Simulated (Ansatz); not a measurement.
Below is a relaxed structure of AlCu5. The cell was found from a structure generator's guess, not taken from experiment.

These are results of DFT PBE, scalar-relativistic, plane waves, PAW (Ansatz 0.2.0), not measurements. Cutoff 420 eV, Γ-centred mesh, Gaussian smearing, no spin polarisation.

```
CELL_PARAMETERS angstrom
3.01178 0.00000 0.00000
0.00000 3.01178 0.00000
0.00000 0.00000 8.20455
ATOMIC_POSITIONS crystal
Al 0.00000 0.00000 0.50000
Cu 0.00000 0.00000 0.83681
Cu 0.50000 0.50000 0.67139
Cu 0.50000 0.50000 0.32861
Cu 0.00000 0.00000 0.16319
Cu 0.50000 0.50000 0.00000
```

The zero of energy is the elements' standard structures at the same level; no fitted shifts are applied.

(1) What space group does it have?

(2) What is its formation energy per atom?

(3) Is it a metal?

Results:

(1) P4/mmm (No. 123), with Al and Cu ordered on bcc sites. Conventional cell: a = 3.012 Å, c = 8.205 Å. Al has 8 Cu at 2.55 Å, 2 Cu at 2.76 Å and 4 Al at 3.01 Å; Cu on a site of symmetry 4mm has 8 Cu at 2.52–2.53 Å, 1 Cu at 2.68 Å, 1 Al at 2.76 Å and 4 Cu at 3.01 Å; around Cu on a second site of symmetry 4mm lie 4 Cu at 2.53 Å, 4 Al at 2.55 Å, 2 Cu at 2.70–2.81 Å and 4 Cu at 3.01 Å; Cu on a site of symmetry 4/mmm is surrounded by 8 Cu at 2.52 Å, 2 Cu at 2.70 Å and 4 Cu at 3.01 Å.

(2) −0.07 eV/atom.

(3) Yes, bands cross the Fermi level on the 12×12×6 mesh.

The last run used a 12×12×6 mesh (in the run's order of axes) for its 6-atom cell and Gaussian smearing of 0.10 eV. A structure relaxed within its symmetry needn't be a true minimum. Another cell of AlCu5 relaxed alike, in Pmmm, lies 14 meV/atom lower, so this cell isn't the stable form at this level.
